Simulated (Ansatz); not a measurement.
System: Rh (fcc type), 1 atom in the cell.

Computed with Ansatz, PBE with spin–orbit coupling, all-electron LAPW, point nucleus.

k-mesh 4×4×4 Γ-centred; Fermi–Dirac smearing of 0.15 eV.

```yaml
crystal:
  lattice:
    - [0.00000, 1.91290, 1.91290]
    - [1.91290, 0.00000, 1.91290]
    - [1.91290, 1.91290, 0.00000]
  atoms:
    - { symbol: Rh, position: [0.00000, 0.00000, 0.00000] }
```
Lattice in Å, positions in fractions of it.

Problem. Is the cell under compression or tension, and by how much?

Solution. The pressure is -5.29 GPa, so at these settings the cell is stretched and would shrink.

The k-mesh is coarse, so these values belong to this mesh and can lie far from the converged ones.
